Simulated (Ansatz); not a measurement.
LaB₆:
```xyz
7
Lattice="4.1299 0.0000 0.0000 0.0000 4.1299 0.0000 0.0000 0.0000 4.1299" Properties=species:S:1:pos:R:3 pbc="T T T"
La     0.0000     0.0000     0.0000
B      3.3054     2.0649     2.0649
B      0.8245     2.0649     2.0649
B      2.0649     3.3054     2.0649
B      2.0649     0.8245     2.0649
B      2.0649     2.0649     3.3054
B      2.0649     2.0649     0.8245
```

Relaxed with PBEsol. Special points in fractions of this cell's reciprocal vectors: Γ (0.000, 0.000, 0.000); X (0.000, 0.500, 0.000); M (0.500, 0.500, 0.000); R (0.500, 0.500, 0.500).

Q: List the band energies nearest the Fermi level at these points for plane-wave PAW PBEsol (Ansatz code).

A: In eV from the Fermi level; about four levels below and three above (degenerate sets whole), none deeper than 8.9 eV; points with the same levels are listed once.

```tsv
k	below	above
Γ	-6.94 -6.94 -1.85 -1.85 -1.85	0.21 0.21 0.21
X	-3.45 -3.45 -3.16 -2.54 -1.46	1.50 1.63 1.63
M	-4.49 -4.49 -2.86 -2.86	1.04 1.04 2.00
R	-4.69 -4.69 -4.69 -2.36 -2.36 -2.36	1.50 1.80 1.80 1.80
```

Space group Pm-3m. Symmetry was held in the PBEsol relaxation; of distortions, only those at the zone centre were tested. Scalar-relativistic: spin–orbit coupling is off unless named, which matters more the heavier the elements.

Potentials: the later of the program's two PAW sets.
